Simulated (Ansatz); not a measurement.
LaC$_{2}$:
```
CELL_PARAMETERS angstrom
     -1.94544     1.94544     3.26506
      1.94544    -1.94544     3.26506
      1.94544     1.94544    -3.26506
ATOMIC_POSITIONS crystal
  La 0.00000 0.00000 0.00000
  C  0.40093 0.40093 0.00000
  C  0.59907 0.59907 0.00000
```

Relaxed with PBEsol. Special points in fractions of this cell's reciprocal vectors: Γ (0.000, 0.000, 0.000); X (0.000, 0.000, 0.500); P (0.250, 0.250, 0.250); N (0.000, 0.500, 0.000); M (0.500, 0.500, -0.500); S (0.339, 0.661, -0.339); S0 (-0.339, 0.339, 0.339); R (-0.178, 0.178, 0.500); G (0.500, 0.500, -0.178).

Task: List the band energies nearest the Fermi level at these points for PBEsol (plane waves, PAW; program Ansatz).

Result: In eV from the Fermi level; about four levels below and three above (degenerate sets whole), none deeper than 8.9 eV; points with the same levels are listed once.

```
k                          below                above
-  -----------------------------  -------------------
Γ        -3.12 -3.12 -0.10 -0.10       0.56 2.03 2.69
X        -3.43 -3.43 -2.96 -2.32       2.29 2.38 2.43
P  -3.43 -3.43 -2.10 -0.23 -0.23  2.40 2.40 2.70 2.70
N        -6.62 -4.94 -4.57 -2.15       1.10 1.59 2.18
M        -3.29 -3.29 -2.60 -0.73  2.46 2.49 2.52 2.52
S        -5.45 -4.65 -4.22 -2.97       1.30 1.66 1.93
R        -4.26 -3.52 -3.11 -0.71       2.04 2.36 2.48
```

Space group I4/mmm (MoSi2 or CaC2 type). The first step of the workflow began from a Materials Project structure, measured or hypothetical; the Crystallography Open Database files this formula in space group No. 139, but the cells were not matched. Its standing as an ambient phase is unchecked. The PBEsol relaxation kept the symmetry of its start; whether a distortion lowers the energy is not shown. Spin–orbit coupling is left out wherever it is not named.

Potentials: the later of the program's two PAW sets.
